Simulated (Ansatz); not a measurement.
A structure of PbSe relaxed with PBEsol (plane waves to 420 eV, PAW, scalar-relativistic; Ansatz, a first-principles code); single points at other levels follow on the same geometry (Ansatz, PAW; PBEsol+SOC at 420 eV on a 13×13×13 k-mesh; spin-orbit coupling only where +SOC is written). Space group Fm-3m (No. 225).

```yaml
crystal:
  lattice:
    - [0.00000, 3.05136, 3.05136]
    - [3.05136, 0.00000, 3.05136]
    - [3.05136, 3.05136, 0.00000]
  atoms:
    - { symbol: Se, position: [0.00000, 0.00000, 0.00000] }
    - { symbol: Pb, position: [0.50000, 0.50000, 0.50000] }
```

```csv
level,gap (eV),kind,conduction minimum
PBEsol,0.17,direct,L
PBEsol+SOC,…,…,…
```

Q: What belongs in the gaps?

A: 
- PBEsol+SOC, gap (eV): 0.31
- PBEsol+SOC, kind: direct
- PBEsol+SOC, conduction minimum: L

The shift from spin-orbit coupling is approximate. No spin polarisation in the result.

The run could not lose the symmetry of its start; a randomly shaken copy of 4 atoms returns to this structure.
